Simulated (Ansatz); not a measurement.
SnPd3:
```cif
data_Pd3Sn
_chemical_formula_sum 'Pd3 Sn1'
_space_group_name_H-M_alt 'P 1'
_space_group_IT_number 1
_cell_length_a 3.97381
_cell_length_b 3.97381
_cell_length_c 3.97381
_cell_angle_alpha 90.000
_cell_angle_beta 90.000
_cell_angle_gamma 90.000
loop_
_space_group_symop_operation_xyz
  'x, y, z'
loop_
_atom_site_label
_atom_site_type_symbol
_atom_site_fract_x
_atom_site_fract_y
_atom_site_fract_z
_atom_site_occupancy
Pd1 Pd 0.50000 0.50000 0.00000 1
Pd2 Pd 0.00000 0.50000 0.50000 1
Pd3 Pd 0.50000 0.00000 0.50000 1
Sn1 Sn 0.00000 0.00000 0.00000 1
```

Relaxed with PBEsol.

Problem. Tabulate the valence density and the electron localisation function along the shortest Pd–Sn contact (2.81 Å), PBEsol in the plane-wave PAW code Ansatz.

Solution. 

| distance from Pd (Å) | density (e/Å³) | ELF |
|---|---|---|
| 0.28 | 12.43 | 0.38 |
| 0.42 | 10.05 | 0.49 |
| 0.56 | 6.70 | 0.54 |
| 0.70 | 3.49 | 0.52 |
| 0.84 | 1.54 | 0.43 |
| 0.98 | 0.76 | 0.31 |
| 1.12 | 0.45 | 0.24 |
| 1.26 | 0.33 | 0.24 |
| 1.40 | 0.29 | 0.27 |
| 1.55 | 0.30 | 0.28 |
| 1.69 | 0.37 | 0.26 |
| 1.83 | 0.55 | 0.28 |
| 1.97 | 0.99 | 0.28 |
| 2.11 | 1.99 | 0.21 |
| 2.25 | 3.97 | 0.10 |
| 2.39 | 7.22 | 0.02 |
| 2.53 | 11.41 | 0.00 |

The density is the valence pseudo-density with augmentation charge, so density and ELF within about 1 Å of a nucleus are not all-electron values.

Space group Pm-3m (Cu3Au type). The workflow started from an entry of the Crystallography Open Database (COD), which files this formula under 2 space groups. Whether it is the stable phase at ambient conditions was not checked. The PBEsol relaxation kept the symmetry of its start; whether a distortion lowers the energy is not shown. The run is not spin-polarised. Scalar-relativistic: spin–orbit coupling is off unless named, which matters more the heavier the elements.

Potentials: the later of the program's two PAW sets.
